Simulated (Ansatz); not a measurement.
Space group P-4m2 (No. 115). a = 3.459 Å, b = 3.459 Å, c = 5.961 Å, α = 90.00°, β = 90.00°, γ = 90.00°
```json
{"atom": "Cu", "site": "1b", "symmetry": "-4m2", "x": "0.5000", "y": "0.5000", "z": "0.0000"}
{"atom": "Cu", "site": "2g", "symmetry": "2mm.", "x": "0.5000", "y": "0.0000", "z": "0.3255"}
{"atom": "S", "site": "2g", "symmetry": "2mm.", "x": "0.5000", "y": "0.0000", "z": "0.7321"}
```

Equation of state of this Cu$_{3}$S$_{2}$ structure (not necessarily the ground state), with shape and atoms relaxed at each volume where symmetry leaves them free. It has no gap at any of these volumes. Computed with DFT r2SCAN, scalar-relativistic, plane waves, PAW (Ansatz).

Settings: cutoff 500 eV, Γ-centred mesh 10×10×6 on the computed 5-atom cell, Gaussian smearing of 0.10 eV; no spin polarisation.

```tsv
V (Å³/atom)	E − E(largest V) (meV/atom)	P (GPa)
13.407	3.94	8.01
13.835	-11.42	3.66
14.263	-16.11	-0.01
14.691	-11.82	-3.09
15.119	0.00	-5.67
```

Question: Fit a third-order Birch–Murnaghan equation to E(V).

Answer: V0 = 14.26 Å³/atom, B0 = 112 GPa, B0' = 4.8.

Spin polarisation was left out, and a magnetic state may lie lower.